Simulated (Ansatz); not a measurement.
ZrO$_{2}$ in space group P4_2/nmc (No. 137; Zr on 2a, O on 4d), PBE in the plane-wave PAW code Ansatz. The conduction-band minimum lies at Γ, with 1 equivalent valley. Second derivatives d²E/dk² of the lowest band at one valley (eV·Å²), along Cartesian directions:

| direction | d²E/dk² |
|---|---|
| [100] | 12.42 |
| [010] | 12.42 |
| [001] | 3.307 |
| [110] | 12.41 |
| [101] | 7.862 |
| [011] | 7.862 |

**Question.** Find the principal effective masses, the density-of-states mass and the conductivity mass.

**Answer.** Off-diagonal terms follow from H_xy = H[110] − (H_xx + H_yy)/2, and m*/mₑ = 7.620 eV·Å² over each eigenvalue: 0.61, 0.61, 2.3. One valley's DOS mass (m₁m₂m₃)^(1/3) = 0.95, conductivity mass 3/(Σ 1/mᵢ) = 0.81 mₑ.

**Question.** What effective density of states Nc follows at 300 K for parabolic valleys?

**Answer.** Nc = 2.509e19 × 1 × (0.95)^(3/2) ≈ 2.3e19 cm⁻³.

This is a known high-temperature phase of the composition, computed here at zero pressure and temperature. Symmetry was held in the PBE relaxation; whether a distortion lowers the energy is not shown. No spin polarisation was allowed. Scalar-relativistic: spin–orbit coupling is off unless named, which matters more the heavier the elements.

Potentials: the earlier of the program's two PAW sets.

Edges and masses are those of Kohn–Sham bands, whose gap is no quasiparticle gap.
